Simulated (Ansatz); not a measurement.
MgO (CsCl type, space group No. 221), r²SCAN (plane waves, PAW; program Ansatz). The conduction-band minimum lies at Γ, with 1 equivalent valley. Second derivatives d²E/dk² of the lowest band at one valley (eV·Å²), along Cartesian directions:

```
direction  d²E/dk²
---------  -------
[100]        24.81
[010]        24.81
[001]        24.81
[110]        24.81
[101]        24.81
[011]        24.81
```

### Question
Find the principal effective masses, the density-of-states mass and the conductivity mass.

### Answer
Off-diagonal terms follow from H_xy = H[110] − (H_xx + H_yy)/2, and m*/mₑ = 7.620 eV·Å² over each eigenvalue: 0.31, 0.31, 0.31. One valley's DOS mass (m₁m₂m₃)^(1/3) = 0.31, conductivity mass 3/(Σ 1/mᵢ) = 0.31 mₑ.

### Question
What effective density of states Nc follows at 300 K for parabolic valleys?

### Answer
Nc = 2.509e19 × 1 × (0.31)^(3/2) ≈ 4.3e18 cm⁻³.

Space group Pm-3m (CsCl type). This is a known high-pressure phase of the composition, computed here at zero pressure and temperature. Symmetry was held in the r²SCAN relaxation. At this level the phase is mechanically unstable.

Potentials: the later of the program's two PAW sets.

Edges and masses are those of Kohn–Sham bands, whose gap is no quasiparticle gap.
